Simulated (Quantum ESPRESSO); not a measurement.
## Calculated data, Li3InSnPtW2 (simulated cell)

Computed with Quantum ESPRESSO 7.5. Calculation on a made-up metal alloy cell, not a measurement, with one named mistake planted (healthy values lack it): no spin or spin-orbit, unrelaxed, 2900 K smearing, stress positive in tension, cell energy less the intended atoms' offsets; periodic Kohn-Sham density functional theory in plane waves with PseudoDojo standard norm-conserving scalar-relativistic pseudopotentials, each functional with its own files (v0.5 for PBE, v0.4.1 for LDA and PBEsol), eight atoms on drawn sites of a strained close-packed or body-centred lattice, each displaced and held fixed; the energy is the cell's free energy, ions and the entropy term -TS included, at the stated Fermi-Dirac width, less a fixed offset for each atom's element (shifted free energy); compositions with an open d shell lost a parallel starting moment in a cheaper test run, and other magnetic orders were not tried; an error bar is the largest change of its kind in a tighter rerun, never given below 0.002 eV, 0.02 GPa or 0.003 eV/angstrom, and covers cutoff and k-mesh only, not smearing or the files.

```yaml
- formula: Li3InSnPtW2
  kind: "simulated cell"
  structure:
    cell_angstrom:
      - [4.4689, -2.5801, 0.0]
      - [-2.9793, 0.0, -4.8199]
      - [2.9793, 5.1603, 0.0]
    atoms_fractional:
      - [Li, 0.00127, -0.00527, 0.01575]
      - [In, 0.00019, 0.00633, 0.4823]
      - [Li, 0.10512, 0.50773, 0.3851]
      - [Li, 0.08302, 0.49532, 0.87799]
      - [W, 0.51436, -0.00548, 0.26568]
      - [Sn, 0.50762, 0.00228, 0.75085]
      - [Pt, 0.57046, 0.4908, 0.1105]
      - [W, 0.60148, 0.49414, 0.63777]
  settings:
    lattice_type: "hexagonal close-packed"
    intended_functional: pbe
    "cutoff [eV]": 1252
    "fermi_dirac_smearing [eV]": 0.25
    intended_electrons_removed: 0
    "healthy_entropy_term_negative_ts [eV]": -1.239
    "healthy_pressure [GPa]": -8.12
    "healthy_stress_xx [GPa]": 2.5
    "healthy_stress_yy [GPa]": 9.85
    "healthy_stress_zz [GPa]": 12.0
    "healthy_stress_yz [GPa]": -3.52
    "healthy_stress_xz [GPa]": 2.81
    "healthy_stress_xy [GPa]": 3.78
    fault_kind: "atom misplaced"
    fault_misplaced_site: 2
    fault_misplaced_along: "y"
    "fault_misplaced_by [angstrom]": -0.06
    run_command: "mpirun -np 4 pw.x -nk 4 -in in"
    run_processor: "AMD EPYC, Zen 5, virtual cores"
    k_mesh: "5 x 5 x 4 shifted half a step off Gamma on each axis"
    structure_shown: "the intended cell"
    "healthy_shifted_free_energy [eV]": 0.015
    atom_site: [1, 2, 3, 4, 5, 6, 7, 8]
    "atom_energy_offset [eV]": [-195.67, -1808.02, -195.67, -195.67, -2063.48, -2144.16, -3554.29, -2063.48]
    healthy_force_site: [1, 2, 3, 4, 5, 6, 7, 8]
    "healthy_force_x [eV/angstrom]": [0.14, 0.493, -0.179, 0.312, -0.487, 0.575, 0.036, -0.89]
    "healthy_force_y [eV/angstrom]": [-0.207, -0.448, -0.091, 0.054, 0.312, 1.097, -0.199, -0.517]
    "healthy_force_z [eV/angstrom]": [-0.069, 0.418, 0.191, -0.164, -1.558, 0.444, -0.188, 0.925]
  results:
    "faulty_entropy_term_negative_ts [eV]": -1.236
    "faulty_pressure [GPa]": -8.08
    "faulty_stress_xx [GPa]": 2.47
    "faulty_stress_yy [GPa]": 9.87
    "faulty_stress_zz [GPa]": 11.91
    "faulty_stress_yz [GPa]": -3.53
    "faulty_stress_xz [GPa]": 2.8
    "faulty_stress_xy [GPa]": 3.71
    faulty_force_site: [1, 2, 3, 4, 5, 6, 7, 8]
    "faulty_force_x [eV/angstrom]": [0.09, 0.39, -0.182, 0.308, -0.39, 0.634, 0.025, -0.875]
    "faulty_force_y [eV/angstrom]": [-0.29, -0.125, -0.094, 0.041, 0.237, 1.001, -0.214, -0.557]
    "faulty_force_z [eV/angstrom]": [-0.066, 0.45, 0.177, -0.14, -1.571, 0.443, -0.171, 0.878]
    "faulty_shifted_free_energy [eV]": -0.001736
  notes: ["the tin pseudopotential is less sure than most, with forces differing by about three percent from a second method on plain tin", "heavy elements are run without spin-orbit coupling, which real alloys of them have", "a spin test at this wide smearing found no moment, but such smearing suppresses magnetism that the real alloy may have", "lattice, volume and sites are drawn at random and may be unstable or far from any real phase", "energies are for the whole cell, less offsets fitted to these runs, so they are not formation energies", "error bars of the healthy run: energy 0.0037 eV, stress 0.034 GPa, force 0.013 eV/Å, from a tighter rerun of this or a related cell", "12 SCF iterations, 103 s of wall time on a shared machine"]
```
